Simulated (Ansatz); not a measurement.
InP (zinc blende), energy against volume

InP (zinc blende), conventional cell a = b = c = 5.907 Å, α = β = γ = 90.00°. The calculation uses the primitive cell of 2 atoms, to which meshes and values per cell refer.

This relaxed cell (volume V₀) is scaled evenly in all directions, its shape held. Symmetry pins the atoms to their sites.

All values below come from r2SCAN (plane waves to 500 eV, PAW, scalar-relativistic; Ansatz, an electronic-structure program). k mesh 10×10×10 (Γ-centred), Fermi-Dirac smearing 0.05 eV. The energy includes the smearing's −TS. Compression counts positive. InP was relaxed with its symmetry unable to fall. The PAW data are Ansatz's earlier set. The zero of ΔE is the relaxed starting cell.

| V/V₀ | ΔE (eV/atom) | P (GPa) |
|---|---|---|
| 0.840 | 0.1935 | 17.6 |
| 0.880 | 0.1001 | 11.6 |
| 0.920 | 0.0411 | 6.9 |
| 0.960 | 0.0095 | 3.1 |
| 1.000 | 0.0000 | 0.0 |
| 1.040 | 0.0081 | -2.4 |
| 1.080 | 0.0303 | -4.4 |
| 1.120 | 0.0638 | -5.9 |
| 1.160 | 0.1061 | -7.2 |

Summary:

| Quantity | Result |
|---|---|
| Pressure at the smallest volume | 17.6 GPa |
| Energy cost of the largest compression | 193.5 meV/atom |
| Energy cost of the largest expansion | 106.1 meV/atom |
| Bulk modulus B₀ (third-order Birch-Murnaghan fit) | 67.9 GPa |
| Pressure derivative B₀′ (fit) | 4.5 |
| Equilibrium volume of the fit | 25.77 Å³/atom |
| Pressure for 5 % compression (fit) | 3.9 GPa |

(A scan under strain: stresses follow from slopes of the energy per volume, elastic moduli from its curvatures.)
